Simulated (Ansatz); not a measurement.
Computed with DFT PBE, scalar-relativistic, plane waves, PAW in Ansatz 0.2.0. All cells share a 420 eV cutoff and Γ-centred k meshes spaced at most about 0.3 Å⁻¹ (about 0.25 or finer for metals, 2π included). No spin polarisation in the final relaxations.

These are static total energies at zero pressure. All come from trial cells, and lower structures may exist.

Task: Which of these relaxed structures of Li6AlB3 is the lowest in energy?
1.

Space group Pm-3 (No. 200). a = 5.571 Å, b = 5.571 Å, c = 5.571 Å, α = 90.00°, β = 90.00°, γ = 90.00°
```csv
atom,site,symmetry,x,y,z
Li,6g,mm2..,0.6641,0.5000,0.0000
Al,1a,m-3.,0.0000,0.0000,0.0000
B,3d,mmm..,0.5000,0.0000,0.0000
```

2.

Space group Fm-3m (No. 225). a = 8.905 Å, b = 8.905 Å, c = 8.905 Å, α = 90.00°, β = 90.00°, γ = 90.00°
| atom | site | symmetry | x | y | z |
| --- | --- | --- | --- | --- | --- |
| Li | 24e | 4m.m | 0.2702 | 0.0000 | 0.0000 |
| Al | 4a | m-3m | 0.0000 | 0.0000 | 0.0000 |
| B | 8c | -43m | 0.2500 | 0.2500 | 0.7500 |
| B | 4b | m-3m | 0.5000 | 0.0000 | 0.0000 |

Result: 2. It has space group Fm-3m (No. 225); the next, 1, with space group Pm-3 (No. 200), lies 161 meV/atom higher. Counting Al or Li atoms around B (for each partner element, those within 1.25 times its shortest distance or 1.15 times the sum of covalent radii, where it is the nearest in units of that sum or under 1.3; the shortest distance is added where it exceeds 1.18 times the sum of covalent radii; a slash parts the counts of unlike sites), the lowest has B 6/12 from 3.2 Å and the next has B 2. Even the lowest lies +1.18 eV/atom against the elements.

Cells relaxed within their symmetry can be saddle points. Some candidate types were left out of the draw beforehand, so a known form may be missing.
